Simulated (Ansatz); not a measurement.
PbO in space group P4/nmm (No. 129; Pb on 2c, O on 2a) under volume change, PBE in the plane-wave PAW code Ansatz, shape and atoms relaxed at each volume.

```
V (Å³/atom)  E − E(relaxed) (meV/atom)  P (GPa)
-----------  -------------------------  -------
20.950                             6.7     1.25
21.641                             2.7     0.68
22.332                             0.6     0.30
23.022                             0.0     0.00
23.713                             0.3    -0.16
24.404                             1.2    -0.27
25.094                             2.4    -0.33
```

### Question
What does a third-order Birch–Murnaghan fit give for V₀, B₀ and B′?

### Answer
V₀ = 23.06 Å³/atom, B₀ = 7.3 GPa, B′ = 13.3.

Symmetry was held in the PBE relaxation. The volume lies over 15 % above that of the usual cell of this phase: another minimum, or an error of the functional. A crystal of weakly bound layers computed without a dispersion correction: the cell and the soft elastic constants depend strongly on that. Scalar-relativistic: spin–orbit coupling is off unless named, which matters more the heavier the elements.

Potentials: the later of the program's two PAW sets.
